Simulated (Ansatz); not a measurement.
# Notes on a calculation: Re (hcp)

**What was measured.** A cell as deposited of hexagonal Re (space group P6_3/mmc), temperature not stated, from the Crystallography Open Database (1963), has a, c = 2.761, 4.458 Å and 14.71 Å³/atom.

The computed numbers are results of HSE06, scalar-relativistic (no spin polarisation) in the plane-wave PAW code Ansatz at 420 eV, 8×8×6 k-mesh, Gaussian smearing of 0.05 eV; PAW files: Ansatz's generated set soft_2.

The first cell, 0 % under the database's volume:

```
CELL_PARAMETERS angstrom
2.76000 0.00000 0.00000
-1.38000 2.39023 0.00000
0.00000 0.00000 4.45740
ATOMIC_POSITIONS crystal
Re 0.33333 0.66667 0.75000
Re 0.66667 0.33333 0.25000
```

The steps in volume:

| run | level | k-mesh | kind | V (Å³/atom) | P (GPa) | E − E(final) (meV/atom) | gap on the mesh (eV) |
| --- | --- | --- | --- | --- | --- | --- | --- |
| 1 | PBE | 8×8×4 | cell and atoms relaxed | 14.98 | 0.0 | – | metal |
| 2 | HSE06 | 8×8×6 | fixed cell | 14.98 | -11.2 | 15.8 | metal |
| 3 | HSE06 | 8×8×6 | shape and atoms relaxed, volume fixed | 13.86 | 21.4 | 44.0 | metal |
| 4 | HSE06 | 8×8×6 | shape and atoms relaxed, volume fixed | 14.54 | 0.2 | 0.0 | metal |

The volume is at zero pressure for this level.

The final structure (symmetry read at 0.01 Å). It takes space group P6_3/mmc (No. 194, hexagonal). Conventional cell: a = 2.747 Å, b = 2.747 Å, c = 4.450 Å, α = 90.00°, β = 90.00°, γ = 120.00°. Re (site symmetry -6m2) has 12 Re at 2.73 to 2.75 Å as nearest neighbours. (Shells end 15 % past the nearest neighbour.)

- At the final geometry the gap, band path included, is zero (metallic).
- The runs in the table took roughly 6 core-minutes.

**Comparison.** The computed cell (2.747, 4.450 Å, 14.54 Å³/atom) differs from the database's by −1.2 % in volume, about −0.4 % in length. The static lattice lacks zero-point motion and thermal expansion; that covers some of the miss, perhaps all.

These numbers lack spin–orbit coupling. Pressures of hybrids are less tightly converged. For a metal under a hybrid functional this mesh is coarse.
